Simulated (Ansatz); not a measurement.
Mg₄Te₃S:
```
Mg4Te3S
1.0
    4.42764     0.00000     0.00000
    0.00000     8.91760     0.00000
    0.00000     0.00000     6.20212
Mg Te S
4 3 1
Direct
  0.00000   0.27369   0.98172
  0.00000   0.72631   0.98172
  0.50000   0.00000   0.48512
  0.50000   0.50000   0.54617
  0.50000   0.26420   0.25107
  0.50000   0.73580   0.25107
  0.00000   0.00000   0.75459
  0.00000   0.50000   0.74853
```

Plane-wave PAW r²SCAN (Ansatz code) gives a gap of 2.38 eV without spin–orbit coupling, maximum at Y, minimum at Γ.

Q: What happens when spin–orbit coupling is switched on?

A: The gap drops by 0.09 eV, to 2.29 eV; maximum on the S–Y line, 98 % of the way from S, minimum at Γ.

Space group Pmm2. The workflow started from a Materials Project entry (that database holds measured and hypothetical structures alike); the Crystallography Open Database copy checked does not list it. Its standing as an ambient phase is unchecked. The cell was relaxed with r²SCAN under the symmetry of its start; its stability against distortions is not shown here.

Potentials: the later of the program's two PAW sets.
